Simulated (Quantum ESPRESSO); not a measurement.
## Si3O4NF (one run as intended and one with a planted mistake)

Computed values, not a measurement. The program is pw.x of Quantum ESPRESSO 7.5 (plane-wave density functional theory). The cell is made up: 9 atoms on a quartz lattice, with randomly drawn elements, strain and displacements, not relaxed. PseudoDojo standard norm-conserving files (v0.5 for PBE, v0.4.1 for LDA and PBEsol) set the functional; there is no spin polarisation, spin-orbit coupling or dispersion term, and the masses in the input are unused placeholders.

Intended input:

```
&control calculation='scf', pseudo_dir='./dojo.nc.sr.pbe.v0_5.standard.upf', outdir='./o', disk_io='low', tprnfor=.true., tstress=.true. /
&system ibrav=0, nat=9, ntyp=4, nbnd=30, ecutwfc=84.00895049, nosym=.true., tot_charge=0,
 occupations='smearing', smearing='fd', degauss=0.0018374661
/
&electrons conv_thr=7.350e-09, electron_maxstep=60, /
ATOMIC_SPECIES
F 1.0 F.upf
N 1.0 N.upf
O 1.0 O.upf
Si 1.0 Si.upf
CELL_PARAMETERS angstrom
4.9682 -0.0123 0.0069
-2.4947 4.1812 0.0064
0.0076 0.0124 5.3119
ATOMIC_POSITIONS angstrom
Si 2.2711 -0.0694 3.5842
Si -1.2043 1.9855 1.7121
Si 1.3286 2.2347 -0.0055
O 1.4139 1.1437 4.1358
O 3.3072 0.6318 2.509
N 2.7571 2.4512 0.7409
F 0.2181 1.717 1.1656
O -1.106 3.0332 2.996
O 0.8094 3.5713 4.6965
K_POINTS automatic
5 5 4 1 1 1
```

The log is shortened where brackets say so; the opening notice, blank lines, dates and the lines on written files are dropped, and the path of the files is cut. It prints rydbergs, bohrs and kilobars, and counts compression as positive stress. Where no state is partly filled, the Fermi energy that it prints is only some level between the filled and the empty states on the mesh, and need not lie in the true gap.

Log of the intended run:

```
     Program PWSCF v.7.5
     Parallel version (MPI & OpenMP), running on       4 processor cores
     Number of MPI processes:                 4
     Threads/MPI process:                     1
     [start-up lines left out]
     bravais-lattice index     =            0
     lattice parameter (alat)  =       9.3886  a.u.
     unit-cell volume          =     743.5347 (a.u.)^3
     number of atoms/cell      =            9
     number of atomic types    =            4
     number of electrons       =        48.00
     number of Kohn-Sham states=           30
     kinetic-energy cutoff     =      84.0090  Ry
     charge density cutoff     =     336.0358  Ry
     scf convergence threshold =      7.3E-09
     mixing beta               =       0.7000
     number of iterations used =            8  plain     mixing
     Exchange-correlation= PBE
                           (   1   4   3   4   0   0   0)
     [axes and pseudopotential details left out]
   Cartesian axes
     site n.     atom                  positions (alat units)
         1        Si     tau(   1) = (   0.4571255  -0.0139688   0.7214254  )
         2        Si     tau(   2) = (  -0.2424007   0.3996401   0.3446103  )
         3        Si     tau(   3) = (   0.2674197   0.4497989  -0.0011070  )
         4        O      tau(   4) = (   0.2845888   0.2302032   0.8324511  )
         5        O      tau(   5) = (   0.6656710   0.1271683   0.5050098  )
         6        N      tau(   6) = (   0.5549472   0.4933759   0.1491279  )
         7        F      tau(   7) = (   0.0438990   0.3455966   0.2346112  )
         8        O      tau(   8) = (  -0.2226149   0.6105205   0.6030329  )
         9        O      tau(   9) = (   0.1629155   0.7188289   0.9453084  )
     number of k points=    50  Fermi-Dirac smearing, width (Ry)=  0.0018
                       cart. coord. in units 2pi/alat
        k(    1) = (   0.1002807   0.1784769   0.1163524), wk =   0.0400000
        k(    2) = (   0.0999546   0.1779244   0.3501791), wk =   0.0400000
     [further k points left out]
     Dense  grid:    77339 G-vectors     FFT dimensions: (  60,  54,  60)
     Estimated max dynamical RAM per process >     157.09 MB
     Estimated total dynamical RAM >     571.73 MB
     Initial potential from superposition of free atoms
     starting charge      47.9981, renormalised to      48.0000
     Starting wfcs are   36 randomized atomic wfcs
     total cpu time spent up to now is        4.3 secs
     per-process dynamical memory:   123.4 Mb
     Self-consistent Calculation
     iteration #  1     ecut=    84.01 Ry     beta= 0.70
     Davidson diagonalization with overlap
     ethr =  1.00E-02,  avg # of iterations =  3.1
     total cpu time spent up to now is       12.4 secs
     total energy              =    -227.17555318 Ry
     estimated scf accuracy    <       2.76013692 Ry
     iteration #  2     ecut=    84.01 Ry     beta= 0.70
     Davidson diagonalization with overlap
     ethr =  5.75E-03,  avg # of iterations =  3.0
     total cpu time spent up to now is       20.8 secs
     total energy              =    -227.96093525 Ry
     estimated scf accuracy    <       1.76037260 Ry
     [iterations 3 to 9 left out]
     iteration # 10     ecut=    84.01 Ry     beta= 0.70
     Davidson diagonalization with overlap
     ethr =  2.46E-10,  avg # of iterations =  4.0
     total cpu time spent up to now is       76.3 secs
     total energy              =    -228.29649577 Ry
     estimated scf accuracy    <       0.00000007 Ry
     iteration # 11     ecut=    84.01 Ry     beta= 0.70
     Davidson diagonalization with overlap
     ethr =  1.40E-10,  avg # of iterations =  2.0
     total cpu time spent up to now is       81.1 secs
     End of self-consistent calculation
     [lines on levels left out]
     the Fermi energy is     6.8134 ev
!    total energy              =    -228.29649578 Ry
     estimated scf accuracy    <          3.3E-09 Ry
     smearing contrib. (-TS)   =       0.00000000 Ry
     internal energy E=F+TS    =    -228.29649578 Ry
     The total energy is F=E-TS. E is the sum of the following terms:
     one-electron contribution =    -105.49830931 Ry
     hartree contribution      =      79.07741943 Ry
     xc contribution           =     -61.39198826 Ry
     ewald contribution        =    -140.48361764 Ry
     convergence has been achieved in  11 iterations
     Forces acting on atoms (cartesian axes, Ry/au):
     atom    1 type  4   force =     0.13133808    0.12420079   -0.00709236
     atom    2 type  4   force =    -0.10956119   -0.05699857    0.30056587
     atom    3 type  4   force =     0.18446150   -0.01397786   -0.03859798
     atom    4 type  3   force =    -0.07862952    0.01974364    0.03334300
     atom    5 type  3   force =     0.01317240   -0.05178862   -0.00423777
     atom    6 type  2   force =    -0.18610787    0.09044754   -0.20629770
     atom    7 type  1   force =     0.13348854   -0.05489939   -0.02564604
     atom    8 type  3   force =    -0.03841619   -0.10110328   -0.07215238
     atom    9 type  3   force =    -0.04974576    0.04437576    0.02011537
     Total force =     0.559648     Total SCF correction =     0.000063
     Computing stress (Cartesian axis) and pressure
          total   stress  (Ry/bohr**3)                   (kbar)     P=      210.15
   0.00169610  -0.00041268   0.00060362          249.50      -60.71       88.80
  -0.00041268   0.00121567  -0.00015957          -60.71      178.83      -23.47
   0.00060362  -0.00015957   0.00137401           88.80      -23.47      202.12
     init_run     :      3.89s CPU      4.13s WALL (       1 calls)
     electrons    :     76.13s CPU     76.82s WALL (       1 calls)
     forces       :      1.14s CPU      1.18s WALL (       1 calls)
     stress       :      3.72s CPU      3.72s WALL (       1 calls)
     [timing details left out]
     PWSCF        :   1m25.09s CPU   1m26.14s WALL
     JOB DONE.
```

A second run has one planted mistake: two atoms have their elements exchanged. The input lines that differ, file-writing options aside:

```
- O 3.3072 0.6318 2.509
+ N 3.3072 0.6318 2.509
- N 2.7571 2.4512 0.7409
+ O 2.7571 2.4512 0.7409
```

Its log:

```
     Program PWSCF v.7.5
     Parallel version (MPI & OpenMP), running on       4 processor cores
     Number of MPI processes:                 4
     Threads/MPI process:                     1
     [start-up lines left out]
     bravais-lattice index     =            0
     lattice parameter (alat)  =       9.3886  a.u.
     unit-cell volume          =     743.5347 (a.u.)^3
     number of atoms/cell      =            9
     number of atomic types    =            4
     number of electrons       =        48.00
     number of Kohn-Sham states=           30
     kinetic-energy cutoff     =      84.0090  Ry
     charge density cutoff     =     336.0358  Ry
     scf convergence threshold =      7.3E-09
     mixing beta               =       0.7000
     number of iterations used =            8  plain     mixing
     Exchange-correlation= PBE
                           (   1   4   3   4   0   0   0)
     [axes and pseudopotential details left out]
   Cartesian axes
     site n.     atom                  positions (alat units)
         1        Si     tau(   1) = (   0.4571255  -0.0139688   0.7214254  )
         2        Si     tau(   2) = (  -0.2424007   0.3996401   0.3446103  )
         3        Si     tau(   3) = (   0.2674197   0.4497989  -0.0011070  )
         4        O      tau(   4) = (   0.2845888   0.2302032   0.8324511  )
         5        N      tau(   5) = (   0.6656710   0.1271683   0.5050098  )
         6        O      tau(   6) = (   0.5549472   0.4933759   0.1491279  )
         7        F      tau(   7) = (   0.0438990   0.3455966   0.2346112  )
         8        O      tau(   8) = (  -0.2226149   0.6105205   0.6030329  )
         9        O      tau(   9) = (   0.1629155   0.7188289   0.9453084  )
     number of k points=    50  Fermi-Dirac smearing, width (Ry)=  0.0018
                       cart. coord. in units 2pi/alat
        k(    1) = (   0.1002807   0.1784769   0.1163524), wk =   0.0400000
        k(    2) = (   0.0999546   0.1779244   0.3501791), wk =   0.0400000
     [further k points left out]
     Dense  grid:    77339 G-vectors     FFT dimensions: (  60,  54,  60)
     Estimated max dynamical RAM per process >     157.09 MB
     Estimated total dynamical RAM >     571.73 MB
     Initial potential from superposition of free atoms
     starting charge      47.9981, renormalised to      48.0000
     Starting wfcs are   36 randomized atomic wfcs
     total cpu time spent up to now is        4.1 secs
     per-process dynamical memory:   123.4 Mb
     Self-consistent Calculation
     iteration #  1     ecut=    84.01 Ry     beta= 0.70
     Davidson diagonalization with overlap
     ethr =  1.00E-02,  avg # of iterations =  3.2
     total cpu time spent up to now is       11.1 secs
     total energy              =    -226.99782087 Ry
     estimated scf accuracy    <       2.90687749 Ry
     iteration #  2     ecut=    84.01 Ry     beta= 0.70
     Davidson diagonalization with overlap
     ethr =  6.06E-03,  avg # of iterations =  3.1
     total cpu time spent up to now is       17.8 secs
     total energy              =    -227.43987821 Ry
     estimated scf accuracy    <       3.07781447 Ry
     [iterations 3 to 10 left out]
     iteration # 11     ecut=    84.01 Ry     beta= 0.70
     Davidson diagonalization with overlap
     ethr =  6.46E-10,  avg # of iterations =  2.2
     total cpu time spent up to now is       72.0 secs
     total energy              =    -228.20116767 Ry
     estimated scf accuracy    <       0.00000002 Ry
     iteration # 12     ecut=    84.01 Ry     beta= 0.70
     Davidson diagonalization with overlap
     ethr =  4.40E-11,  avg # of iterations =  2.4
     total cpu time spent up to now is       79.6 secs
     End of self-consistent calculation
     [lines on levels left out]
     the Fermi energy is     7.7693 ev
!    total energy              =    -228.20116768 Ry
     estimated scf accuracy    <          4.8E-09 Ry
     smearing contrib. (-TS)   =      -0.00000000 Ry
     internal energy E=F+TS    =    -228.20116768 Ry
     The total energy is F=E-TS. E is the sum of the following terms:
     one-electron contribution =    -105.32253775 Ry
     hartree contribution      =      78.85099417 Ry
     xc contribution           =     -61.33943384 Ry
     ewald contribution        =    -140.39019026 Ry
     convergence has been achieved in  12 iterations
     Forces acting on atoms (cartesian axes, Ry/au):
     atom    1 type  4   force =     0.17513665    0.13719519   -0.10952510
     atom    2 type  4   force =    -0.11682909   -0.12489648    0.39658049
     atom    3 type  4   force =     0.11364101   -0.01826660   -0.07668960
     atom    4 type  3   force =    -0.08926769    0.06343345    0.12075918
     atom    5 type  2   force =     0.01267205   -0.04576457   -0.06531113
     atom    6 type  3   force =    -0.16638723    0.10978877   -0.21143747
     atom    7 type  1   force =     0.16614839   -0.02651655   -0.06491770
     atom    8 type  3   force =    -0.08304894   -0.09391215   -0.07962803
     atom    9 type  3   force =    -0.01206514   -0.00106105    0.09016935
     Total force =     0.668986     Total SCF correction =     0.000081
     Computing stress (Cartesian axis) and pressure
          total   stress  (Ry/bohr**3)                   (kbar)     P=      208.41
   0.00172752  -0.00030973   0.00024501          254.13      -45.56       36.04
  -0.00030973   0.00138201  -0.00023636          -45.56      203.30      -34.77
   0.00024501  -0.00023636   0.00114061           36.04      -34.77      167.79
     init_run     :      3.76s CPU      4.01s WALL (       1 calls)
     electrons    :     74.82s CPU     75.58s WALL (       1 calls)
     forces       :      1.63s CPU      1.66s WALL (       1 calls)
     stress       :      4.20s CPU      4.20s WALL (       1 calls)
     [timing details left out]
     PWSCF        :   1m24.54s CPU   1m25.68s WALL
     JOB DONE.
```

```
                                            intended run  run with the mistake
                          free energy (eV)     -3106.132             -3104.835
                    smearing term -TS (eV)        0.0000                0.0000
                            pressure (GPa)         21.02                 20.84
            largest force component (eV/Å)         7.728                10.196
largest change of a force component (eV/Å)                               2.634
                                iterations            11                    12
```

For scale, a rerun of the intended cell at a cutoff of 1437 eV and k mesh 7 x 7 x 6 moved values by no more than 0.003 eV in energy, 0.02 GPa in stress and 0.002 eV/Å in force.